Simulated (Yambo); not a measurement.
Absorption of LiNbO3 (centrosymmetric, paraelectric, space group R-3c, No. 167) with and without the electron-hole interaction (Yambo, PBEsol bands; 6×6×6 mesh, 12 valence and 5 conduction bands, static screening with 75 bands and a 3 Ry block, scissor 1.22 eV, Tamm-Dancoff; field along x). Axes are Cartesian, with cell vectors (Å) (2.63, 1.52, 4.63), (-2.63, 1.52, 4.63), (0.00, -3.04, 4.63).

```
E (eV)  Im ε, BSE  Im ε, independent quasiparticles
------  ---------  --------------------------------
2.46         0.31                              0.15
2.51         0.33                              0.15
2.56         0.36                              0.16
2.62         0.38                              0.17
2.67         0.41                              0.18
2.72         0.45                              0.19
2.77         0.49                              0.20
2.82         0.54                              0.21
2.87         0.59                              0.22
2.92         0.66                              0.23
2.97         0.74                              0.25
3.02         0.84                              0.26
3.07         0.96                              0.28
3.12         1.11                              0.30
3.17         1.31                              0.32
3.22         1.57                              0.35
3.27         1.92                              0.38
3.32         2.42                              0.42
3.37         3.12                              0.46
3.42         4.10                              0.51
3.47         5.33                              0.58
3.52         6.57                              0.66
3.57         7.47                              0.77
3.62         7.97                              0.92
3.67         8.20                              1.11
3.72         8.14                              1.36
3.77         7.82                              1.65
3.82         7.57                              1.98
3.87         7.57                              2.33
3.92         7.73                              2.68
3.97         7.80                              2.97
4.02         7.74                              3.19
4.07         7.65                              3.40
4.12         7.45                              3.67
4.17         7.10                              3.99
4.22         6.63                              4.27
4.27         6.32                              4.49
4.32         6.34                              4.69
4.38         6.52                              4.94
4.43         6.77                              5.19
4.48         7.22                              5.30
4.53         7.71                              5.25
4.58         7.99                              5.16
4.63         8.17                              5.14
4.68         8.24                              5.24
4.73         7.98                              5.50
4.78         7.64                              5.91
4.83         7.39                              6.40
4.88         7.09                              6.90
4.93         6.86                              7.34
4.98         6.92                              7.69
5.03         7.04                              7.89
5.08         6.87                              7.89
5.13         6.61                              7.76
5.18         6.59                              7.67
5.23         6.63                              7.73
5.28         6.49                              7.91
5.33         6.34                              8.11
5.38         6.31                              8.33
5.43         6.08                              8.58
5.48         5.63                              8.92
5.53         5.31                              9.34
5.58         5.17                              9.73
```

The scissor comes from a G0W0 run whose convergence isn't established. Broadening 0.15 eV. The band window holds all transitions up to 5.6 eV. Fine structure above the onset can come from the mesh.

Spin-orbit splittings are left out.

Geometry of the Materials Project entry, not relaxed at this level; primitive cell a = 5.544 Å, b = 5.544 Å, c = 5.544 Å, α = 56.75°, β = 56.75°, γ = 56.75°.

This is not the ordinary phase of the substance.
